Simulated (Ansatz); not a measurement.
The structure is an experimental refinement, used without relaxation. The listed cell was then made from it by scaling, straining or moving an atom.

Bi: DFT, LDA, PAW with Ansatz's default frozen-core files, scalar-relativistic (Ansatz 0.2.0). What sets it apart from a plain run of this crystal: volume scaled by 0.94.

Command: `ansatz run input.yaml --threads 1 --pin off --max-ram 3072MiB --backend cpu --events-out ev --progress --plain --runs-dir out` The run took 11 s on 1 thread of Arm Neoverse V1, on a shared host, peak memory 0.46 GiB.

```yaml
crystal:
  lattice:
    - [2.2265989101, 1.2855274801, 3.8732834739]
    - [-2.2265989101, 1.2855274801, 3.8732834739]
    - [0.0, -2.5710549601, 3.8732834739]
  atoms:
    - { symbol: Bi, position: [0.23389, 0.23389, 0.23389] }
    - { symbol: Bi, position: [0.76611, 0.76611, 0.76611] }
kpoints:
  mp_grid: { grid: [11, 11, 11] }
scf:
  occupations: { method: fermi_dirac, width: 0.03 }
hamiltonian:
  xc: lda
  pseudopotentials: { kind: paw }
output:
  forces: true
  stress: true
  eigenvalues: true
  efg: { contact_densities: true }
```

Output (standing set-up lines are left out):

```
Crystal: 2 atoms, lattice volume = 66.520 Å³
Basis set: ecut = 420 eV, 1309 PW (Γ)
SCF iter   1: F=—  HF=-24171.714007 eV  |F-HF|=—  |Δ(HF+E_count)|=         —  Δρ=3.47e-3  dr2=4.07e-3  ethr=1.77e-3  ⟨swp⟩=6.4  Hψ=13862  notcnv=0
preconditioner: auto → none  [insulator: Δε(μ)=0.189 eV  Ē_g=20.446 eV  σ=0.030 eV  W_gap=0.56  n_scr=14 (ndim 8)  ℏωp=24.9 eV  f_vac=0.001  D(μ)=0.19/eV (n_scr^D=0)  ε∞_Penn≈2.5]
SCF iter   2: F=—  HF=-24171.713158 eV  |F-HF|=—  |Δ(HF+E_count)|=   8.48e-4  Δρ=1.27e-3  dr2=4.74e-4  ethr=1.36e-5  ⟨swp⟩=2.4  Hψ=6589  notcnv=0
SCF iter   3: F=—  HF=-24171.713165 eV  |F-HF|=—  |Δ(HF+E_count)|=   6.28e-6  Δρ=3.49e-4  dr2=6.74e-5  ethr=1.58e-6  ⟨swp⟩=2.7  Hψ=5006  notcnv=0
SCF iter   4: F=—  HF=-24171.713156 eV  |F-HF|=—  |Δ(HF+E_count)|=   8.73e-6  Δρ=8.20e-5  dr2=1.80e-6  ethr=2.25e-7  ⟨swp⟩=2.0  Hψ=4965  notcnv=0
iter 5 did not close the SCF: its close was put off for the readings that it lacked (scf_convergence_deferred on its scf_iter line)
SCF iter   5: F=-24171.713157 eV  HF=-24171.713157 eV  |F-HF|=1.02e-10  |Δ(HF+E_count)|=   8.46e-7  Δρ=1.12e-5  dr2=4.71e-8  ethr=5.99e-9  ⟨swp⟩=2.2  Hψ=4928  notcnv=0
SCF iter   6: F=-24171.713157 eV  HF=-24171.713157 eV  |F-HF|=1.53e-10  |Δ(HF+E_count)|=   3.91e-9  Δρ=9.84e-7  dr2=4.14e-10  ethr=1.57e-10  ⟨swp⟩=3.0  Hψ=9519  notcnv=0
SCF 1 converged in 6 iterations: F = -24171.713157 eV  dr2 = 4.14e-10
  greatest PAW one-centre occupation: 0.988 electrons in one spin orbital (limit 2), on the Bi atom at site 1 (counted from 0), in its partial waves of l = 2
SCF converged after 6 iterations
Free energy (F): -24171.713157 eV
Harris-Foulkes:  -24171.713157 eV  (|F-HF|=1.53e-10)
Internal energy: -24171.712604 eV  (E = F + TS)
E sigma→0 (E₀):  -24171.712880 eV
Entropy (-TS):   -0.000553 eV (-0.277 meV/atom)
Fermi energy:    10.228779 eV
--- Per-component energies (eV) ---
  E_band       = -202.995428
  E_kinetic    = 608.697237
  E_local      = -3042.816701  (includes V_loc(G=0)·N_el)
  E_nonlocal   = 1126.508353
  E_hartree    = 986.525334
  E_xc         = -301.823893
  E_vxc        = -290.395602  (∫ρ·V_xc dr)
  E_paw        = -20705.762434  (= ΣΔE_a)
  E_vpaw       = -578.037681  (= ΣTr[D̂ρ^β])
  E_aug_tail   = -0.001041  (compensation charges beyond the density's cutoff)
  E_ewald      = -2843.029689
  E_core_change = -0.009770  (= ΣΔE_core)
  E_smearing   = -0.000553  (= −TS)
  E_closure    = 0.000000  (closes the sum)
  Σ components = -24171.713157   (vs F -24171.713157, Δ=0.00e0)
--- Forces (eV/Å), atoms counted from 1 ---
  atom   1  Bi     0.00000000     0.00000000     0.33426993
  atom   2  Bi     0.00000000    -0.00000000    -0.33426993
  max |Σ_I F_I| component: 5.55e-17 eV/Å
--- Stress (GPa, compression-positive) ---
        1.439807      -0.000000      -0.000000
        0.000000       1.439807      -0.000000
        0.000000      -0.000000       1.074407
  P = ⅓ Tr σ = 1.3180 GPa (13.180 kbar)
--- PAW observables at the nuclei: V_zz in 10²¹ V/m², potentials from the cell's mean, atoms counted from 1 ---
  atom   1  Bi V_zz =    -3.364840   η = 0.0000   by run symmetry: allowed
            electrostatic potential = -17831.790946 V   contact ρ = 17837497.917197 e/Å³
  atom   2  Bi V_zz =    -3.364840   η = 0.0000   by run symmetry: allowed
            electrostatic potential = -17831.790946 V   contact ρ = 17837497.917197 e/Å³
--- Band table (eV; the first three rows and the last of 146) ---
  k-point 0: bands = ["-12.6947", "-12.6947", "-12.5108", "-12.5108", "-12.4894", "-12.2827", "-12.2693", "-12.2693", "-12.1269", "-12.1269", "-3.2926", "2.9131", "8.6340", "8.9336", "8.9336", "12.7952", "13.2943", "13.2943", "15.9440"]
  k-point 1: bands = ["-12.6875", "-12.6855", "-12.5075", "-12.5051", "-12.4845", "-12.2874", "-12.2741", "-12.2725", "-12.1371", "-12.1346", "-3.2092", "2.7007", "8.6769", "8.9261", "8.9431", "12.6757", "12.9012", "13.0946", "15.4771"]
  k-point 2: bands = ["-12.6670", "-12.6588", "-12.4987", "-12.4885", "-12.4696", "-12.3029", "-12.2882", "-12.2803", "-12.1661", "-12.1564", "-2.9609", "2.1306", "8.7266", "8.9131", "9.0319", "12.0040", "12.4163", "12.6024", "15.2465"]
  k-point 145: bands = ["-12.5879", "-12.5874", "-12.4677", "-12.4644", "-12.4398", "-12.3279", "-12.3051", "-12.3035", "-12.2489", "-12.2470", "-1.9036", "0.1530", "8.0961", "9.2437", "9.7490", "10.8260", "11.3212", "12.4627", "17.0468"]
```
